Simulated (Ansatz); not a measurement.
The relaxed structure here is a generated cell of MgF2: the first start was made by placing the elements on the sites of a structure type, and the end was not matched to a known phase here, so it may be hypothetical. Known forms of MgF2 include space group No. 136.

The end point of a relaxation of MgF2. All values below come from PBE (plane waves to 420 eV, PAW, scalar-relativistic; Ansatz, an electronic-structure program).

```
CELL_PARAMETERS angstrom
      5.96987     0.00000     0.00000
     -2.98494     5.17006     0.00000
      0.00000     0.00000     6.58582
ATOMIC_POSITIONS crystal
  Mg 0.50000 0.00000 0.50000
  Mg 0.00000 0.50000 0.83333
  Mg 0.50000 0.50000 0.16667
  F  0.43427 0.21713 0.33333
  F  0.78287 0.21713 0.66667
  F  0.78287 0.56573 0.00000
  F  0.21713 0.78287 0.66667
  F  0.21713 0.43427 0.00000
  F  0.56573 0.78287 0.33333
```

### Question
Determine the symmetry and give the standard cell with its independent sites.

### Answer
Space group P6₄22 (No. 181); a = 5.970 Å, b = 5.970 Å, c = 6.586 Å, α = 90.00°, β = 90.00°, γ = 120.00°

| atom | site | symmetry | x | y | z |
|---|---|---|---|---|---|
| Mg | 3d | 222 | 0.5000 | 0.0000 | 0.5000 |
| F | 6i | ..2 | 0.2171 | 0.4343 | 0.0000 |

### Question
Give the shortest distances between elements (the closest pairs, up to four, under 3.6 Å).

### Answer
F–Mg 1.88 Å; F–F 3.02 Å.

```yaml
volume_per_atom: 22.59 Å³
band_gap: 6.38 eV, indirect (valence top at k = (0, 0, 0.4), conduction bottom at Γ) (no spin-orbit coupling)
smallest_direct_gap: 6.43 eV at Γ
```

No spin polarisation in the result.

The run could not lose the symmetry of its start, so the end can be a saddle point.
